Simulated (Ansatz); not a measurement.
# Al: vibrational free energy, entropy and heat capacity at 1.02 times its equilibrium volume

All numbers below come from Ansatz, DFT PBE+D3(BJ), scalar-relativistic, plane waves, PAW. Plane waves to 420 eV; Γ-centred k mesh 20×20×20; Fermi-Dirac smearing of 0.15 eV. No spin polarisation. Phonons by linear response, acoustic sum rule imposed.

The cell, relaxed in shape and atoms at 1.02 times its equilibrium volume:
```cif
data_structure
_symmetry_space_group_name_H-M 'P 1'
_symmetry_Int_Tables_number 1
_cell_length_a 2.8359
_cell_length_b 2.8359
_cell_length_c 2.8359
_cell_angle_alpha 60.000
_cell_angle_beta 60.000
_cell_angle_gamma 60.000
_cell_volume 16.13
loop_
_atom_site_label
_atom_site_type_symbol
_atom_site_fract_x
_atom_site_fract_y
_atom_site_fract_z
_atom_site_occupancy
Al1 Al 0.00000 0.00000 0.00000 1
```

In a metal, frequencies and elastic constants depend on the k mesh and the smearing, soft modes and shear constants most. Some empty bands missed the eigensolver's threshold. The q mesh is coarse, so values between its points are rough.

Force constants from linear response on a 2×2×2 q mesh, interpolated to a fine mesh.

Phonon density of states, in bins of 5 cm⁻¹:
```
bin centre (cm⁻¹) share of modes (%)
              2.5                 0.0
              7.5                 0.0
             12.5                 0.0
             17.5                 0.0
             22.5                 0.0
             27.5                 0.0
             32.5                 0.1
             37.5                 0.1
             42.5                 0.1
             47.5                 0.1
             52.5                 0.1
             57.5                 0.2
             62.5                 0.2
             67.5                 0.3
             72.5                 0.3
             77.5                 0.4
             82.5                 0.4
             87.5                 0.5
             92.5                 0.5
             97.5                 0.6
            102.5                 0.7
            107.5                 0.8
            112.5                 0.9
            117.5                 1.0
            122.5                 1.2
            127.5                 1.3
            132.5                 1.6
            137.5                 1.9
            142.5                 2.3
            147.5                 2.9
            152.5                 2.9
            157.5                 3.0
            162.5                 3.0
            167.5                 3.1
            172.5                 3.1
            177.5                 3.2
            182.5                 3.2
            187.5                 3.3
            192.5                 3.3
            197.5                 3.4
            202.5                 2.8
            207.5                 1.7
            212.5                 1.7
            217.5                 1.7
            222.5                 1.7
            227.5                 1.7
            232.5                 1.6
            237.5                 1.6
            242.5                 1.6
            247.5                 1.6
            252.5                 1.5
            257.5                 1.4
            262.5                 1.4
            267.5                 1.3
            272.5                 0.9
            277.5                 0.9
            282.5                 1.7
            287.5                 2.7
            292.5                 3.2
            297.5                 3.5
            302.5                 3.9
            307.5                 3.4
            312.5                 2.4
            317.5                 1.8
            322.5                 1.4
            327.5                 0.8
            332.5                 0.2
```

(1) Give the zero-point energy per atom.

(2) How large are the vibrational entropy and heat capacity at 300 K?

(3) Tabulate them against temperature.

## Answers

(1) 39.4 meV.

(2) S = 3.27 k_B and C_V = 2.74 k_B per atom, 91 % of the Dulong–Petit value.

(3)
| T (K) | F_vib (meV/atom) | S (k_B/atom) | C_V (k_B/atom) |
| --- | --- | --- | --- |
| 100 | 37.3 | 0.80 | 1.51 |
| 200 | 24.1 | 2.21 | 2.45 |
| 300 | 0.3 | 3.27 | 2.74 |
| 400 | -31.5 | 4.07 | 2.85 |
| 500 | -69.4 | 4.71 | 2.90 |
| 600 | -112.3 | 5.24 | 2.93 |
| 700 | -159.5 | 5.70 | 2.95 |
| 800 | -210.4 | 6.09 | 2.96 |
| 900 | -264.4 | 6.44 | 2.97 |
| 1000 | -321.2 | 6.75 | 2.97 |

Cost: 1 run of about 0.47 core-minutes, on Arm Neoverse V1 (shared hosts).